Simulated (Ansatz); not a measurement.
V3Sn:
Space group P6₃/mmc (No. 194); a = b = 5.6048 Å, c = 4.5196 Å, α = β = 90.00°, γ = 120.00°

```tsv
atom	site	symmetry	x	y	z
V	6h	mm2	0.3005	0.1503	0.2500
Sn	2c	-6m2	0.3333	0.6667	0.2500
```
The run is spin-polarised, in the one order tried: ferromagnetic.

Relaxed at zero pressure with DFT-r²SCAN in the program Ansatz with PAW potentials.

Problem. The volume is lowered by 6 % and shape and atoms relax at that volume. What pressure results, and how do the axes share the change?

Solution. 10.8 GPa; a -2.1 %, b -2.1 %, c -1.9 %; the energy rises by 29 meV/atom.

Problem. Give the new structure.

Solution. 
Space group P6₃/mmc (No. 194); a = b = 5.487 Å, c = 4.434 Å, α = β = 90.00°, γ = 120.00°

| atom | site | symmetry | x | y | z |
|---|---|---|---|---|---|
| V | 6h | mm2 | 0.3051 | 0.1526 | 0.2500 |
| Sn | 2c | -6m2 | 0.3333 | 0.6667 | 0.2500 |

The phase is kept; no other phase was compared at this pressure.

Space group P6_3/mmc. The workflow started from an entry of the Crystallography Open Database (COD), which files this formula under 2 space groups. Whether it is the stable phase at ambient conditions was not checked. The r²SCAN relaxation kept the symmetry of its start; whether a distortion lowers the energy is not shown. The final state is ferromagnetic, the only order run, not a proven ground state. Other orbital occupations within this spin state were not tried. Axis ratios of metals converge slowly with the k-mesh, so a and c are less sure than the volume. Spin–orbit coupling is left out wherever it is not named.

Potentials: the later of the program's two PAW sets.
